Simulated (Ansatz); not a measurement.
Trial structure of V₃MoSe₈, not yet relaxed:

```xyz
12
Lattice="3.5595 0.0000 0.0000 -1.7798 3.0827 0.0000 0.0000 0.0000 26.0319" Properties=species:S:1:pos:R:3 pbc="T T T"
V     0.0000    0.0000   19.5239
V     0.0000    0.0000    0.0000
V     0.0000    0.0000    6.5080
Mo    0.0000    0.0000   13.0159
Se    0.0000    2.0551   21.1509
Se    0.0000    2.0551    1.6270
Se    0.0000    2.0551    8.1350
Se    0.0000    2.0551   14.6429
Se    1.7798    1.0276   24.4049
Se    1.7798    1.0276    4.8810
Se    1.7798    1.0276   11.3889
Se    1.7798    1.0276   17.8969
```

Level of theory: Ansatz, DFT PBE, scalar-relativistic, plane waves, PAW. Cutoff 420 eV; k points 6×6×1 on the computed 12-atom cell (Γ-centred); Gaussian smearing, width 0.10 eV; collinear spin from starting moments 2.0 2.0 2.0 1.0 0.0 0.0 0.0 0.0 0.0 0.0 0.0 0.0 μB.

Energies over the elements count from the elements' standard structures at the same level, with no fitted energy shifts.

Question: How far from equilibrium is it?

Answer: The pressure is -8.0 GPa (the mean over three directions, positive in compression), the largest force is 1.25 eV/Å, and the energy is −0.53 eV/atom against the elements. The shortest distance is 2.62 Å.

Question: Is it a good guess?

Answer: A fair one: relaxing gains about 0.10 eV/atom (the start's value is from the coarse mesh, so the gain is rough) in 15 ionic steps and ends at −0.64 eV/atom on the finer mesh. The symmetry stays P-3m1 (No. 164). The volume per atom shrinks by 4.7 %, from 23.8 to 22.7 Å³. The shortest distance goes from 2.62 Å (Mo–Se and V–Se) to 2.49 Å (V–Se). The ratio c/a of the conventional cell changes by a factor of 1.16. Conventional cell: a = 3.335 Å, c = 28.262 Å. Around V on a site of symmetry 3m lie 6 Se at 2.49 Å; Mo is surrounded by 6 Se at 2.56 Å; around Se on its first site lie 3 V at 2.49 Å; 4 more sites not described.

The last run used collinear spin, a 12×12×2 mesh (in the run's order of axes) for its 12-atom cell and Gaussian smearing of 0.10 eV. No dispersion correction is applied, so the spacing and binding between layers, chains or molecules are poorly described. No Hubbard U is applied to the 3d shell of V. The reference form of Se is held partly by dispersion forces, which this level lacks. The magnetic state reached may not be the lowest. The relaxation can't lower the symmetry of the start, and the grade says only how near the guess is to its own end. A structure relaxed within its symmetry needn't be a true minimum.
